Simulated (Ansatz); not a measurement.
Values for one crystal, relaxed and computed with DFT-r²SCAN in the program Ansatz with PAW potentials; other levels are named.

| Property | Value |
|---|---|
| Volume per atom | 14.03 Å³ |
| Band gap | 2.74 eV (indirect) |
| Hole effective mass | 1.0, 2.7, 4.8 mₑ (principal values) |
| Gap with spin–orbit coupling | 2.73 eV |
| Formation energy from the elements (no fitted shifts) | -2.85 eV/atom |
| Electron effective mass with spin–orbit coupling | 0.48, 0.53, 1.9 mₑ (principal values) |
| Hole effective mass with spin–orbit coupling | 1.0, 2.7, 4.8 mₑ (principal values) |

Pick the material that matches.
(A) MnO2, rutile
(B) Nb2O5, C2/m (Nb on 4i, O on 4i, O on 2a, O on 4i)
(C) CoBiO3, P4mm (Co on 1b, Bi on 1a, O on 2c, O on 1b)
(D) BaHfO3, cubic perovskite

B, Nb2O5, C2/m (Nb on 4i, O on 4i, O on 2a, O on 4i)

The workflow started from a Materials Project entry (that database holds measured and hypothetical structures alike); the Crystallography Open Database copy checked does not list it. COD files the formula under space group No. 3, 15, 139, so this cell is another polymorph or a model. Whether it is the stable phase at ambient conditions was not checked. The cell was relaxed with r²SCAN under the symmetry of its start; whether a distortion lowers the energy is not shown. The run is not spin-polarised. The references are the lowest solids computed at this level, not always the standard phases (solids in place of the gases). Spin–orbit coupling is left out wherever it is not named.

Potentials: the later of the program's two PAW sets.
